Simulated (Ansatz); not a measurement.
Problem. AgI (rock salt, Fm-3m) is relaxed with PBE+D3(BJ) (plane waves, PAW; program Ansatz). What lattice parameters of the conventional cell result?

Solution. a = 6.031 Å.

These are the values of the symmetrised cell.

Problem. Is it a metal or does it have a gap at this level?

Solution. A gap of 0.55 eV, indirect.

This is a known high-pressure phase of the composition, computed here at zero pressure and temperature. The PBE+D3(BJ) relaxation kept the symmetry of its start; whether a distortion lowers the energy is not shown. The run is not spin-polarised. Spin–orbit coupling is left out wherever it is not named.

Potentials: the later of the program's two PAW sets.
